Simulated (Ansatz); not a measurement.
43Ca fingerprints of the forms of SrCaLaBiO₆

Method: Kohn–Sham DFT in Ansatz, PBE, plane waves and PAW, scalar-relativistic, 420 eV cutoff. Q(43Ca) = -40.80 mb, I = 7/2. The cells come from the Materials Project (computed, not necessarily observed phases), with the atoms as given or relaxed (PBE, cell held). Forces reach 0.2 eV/Å in them. Spin–orbit coupling is left out, which moves gradients at and beside heavy atoms (Bi, La) by some per cent and at some sites by far more.

Task: A calculated 43Ca parameter set reads: |C_Q| = 1.29 MHz, η = 0.00. Which structure does it belong to?
A. P-4n2, 20 atoms in the cell run; Ca site: 6 O at 2.21–2.32 Å
B. Pc, 20 atoms in the cell run; Ca site: 6 O at 2.31–2.38 Å

Result: A. SrCaLaBiO6 in P-4n2 gives |C_Q| = 1.29 MHz, η = 0.00; there Ca has 6 O at 2.21–2.32 Å. SrCaLaBiO6 in Pc gives |C_Q| = 0.977 MHz, η = 0.78; there Ca has 6 O at 2.31–2.38 Å.
